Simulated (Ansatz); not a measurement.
B2O3 in space group P-62c (No. 190; O on 6h, B on 2d, B on 2b), plane-wave PAW r²SCAN+D4 (Ansatz code), all energies at zero smearing, with the estimated change up to a 700 eV cutoff added, with one set of potentials and settings (totals compare only within such a set). Cell of 10 atoms (6 O, 4 B): -4047.671 eV.

| element | reference phase | E (eV/atom) |
|---|---|---|
| O | C2/m, 4 atoms in the cell, spin-polarised | -566.0614 |
| B | R-3m, 12 atoms in the cell | -156.6449 |

Formation energy per atom, worked out: (-4047.671 − 6×(-566.0614) − 4×(-156.6449))/10 = -2.472 eV/atom (-239 kJ per mol of atoms), at 0 K, without zero-point energy or fitted corrections.

The start of the workflow was typed in or built on a structure type; neither database checked (COD, Materials Project) lists it. COD files the formula under space group No. 144, 152. Its standing as an ambient phase is unchecked. Symmetry was held in the r²SCAN+D4 relaxation; its stability against distortions is not shown here. The references are the lowest solids computed at this level, not always the standard phases (solids in place of the gases).

Potentials: the earlier of the program's two PAW sets. The files were generated under PBE; for other functionals the program regenerates the frozen cores, and for LDA and PBEsol the local potential too.
